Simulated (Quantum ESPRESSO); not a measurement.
Parts of the isotropic shielding in KF, by PBE GIPAW on JTH datasets (Quantum ESPRESSO, modified build), 22.5 Ha, k-mesh 5×5×5 shifted:

```yaml
crystal:
  lattice:
    - [0.00000, 2.67350, 2.67350]
    - [2.67350, 0.00000, 2.67350]
    - [2.67350, 2.67350, 0.00000]
  atoms:
    - { symbol: K, position: [0.00000, 0.00000, 0.00000] }
    - { symbol: F, position: [0.50000, 0.50000, 0.50000] }
```
The cell was made here from an entry of the Crystallography Open Database (unchecked): atoms relaxed with PBE in the measured cell (PBE without dispersion, pw.x of Quantum ESPRESSO, symmetry kept).  Stability against distortions was not tested.

The core term is that of the free atom's frozen core; the paramagnetic column sums the reconstruction terms. Shieldings are absolute and leave out the bulk-susceptibility term; a larger σ means a smaller chemical shift. By our sweeps, such settings leave a few ppm in absolute σ. The structure is static (0 K, no zero-point motion).

```
site          core  bare (smooth current)  diamagnetic correction  paramagnetic corrections  σ_iso (ppm)
----------  ------  ---------------------  ----------------------  ------------------------  -----------
K (atom 1)  1193.4                   91.5                    22.3                         …            …
F (atom 2)   306.4                   79.5                    50.6                         …            …
```

Task: What belongs in the gaps?

Result: 
- K (atom 1), paramagnetic corrections: -135.0
- K (atom 1), σ_iso (ppm): 1172.2
- F (atom 2), paramagnetic corrections: -178.2
- F (atom 2), σ_iso (ppm): 258.4
